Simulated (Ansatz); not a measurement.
Task: Each is relaxed and computed with r²SCAN (plane waves, PAW; program Ansatz). Which is the only metal?
A. CoLi5Nb5O18Ti, P3 (Pearson symbol hP30)
B. GaSb, P6_3mc (Ga on 2b, Sb on 2b, Ga on 2a, Sb on 2a)
C. TiSb, NiAs type
D. TiO2, anatase

Result: C, TiSb, NiAs type. TiSb: metal; GaSb: gap 0.42 eV (direct); TiO2: gap 2.53 eV (indirect); CoLi5Nb5O18Ti: gap 1.54 eV (indirect). Spin orders computed, not proven ground states: CoLi5Nb5O18Ti, P3 (Pearson symbol hP30) ferromagnetic. Built on a structure type that need not be the filed one of that space group: GaSb, P6_3mc (Ga on 2b, Sb on 2b, Ga on 2a, Sb on 2a). Typed or built starts, not in the databases checked: CoLi5Nb5O18Ti, P3 (Pearson symbol hP30). Not the usual ambient phase: GaSb, P6_3mc (Ga on 2b, Sb on 2b, Ga on 2a, Sb on 2a). Standing as an ambient phase not checked: TiSb, NiAs type. All cells were relaxed under the symmetry of their starts (and spin orders); stability against distortions was not tested throughout. Rows with no word on spin ran without spin polarisation. No Hubbard U is applied. Spin–orbit coupling is left out wherever it is not named.

Potentials: the later of the program's two PAW sets.
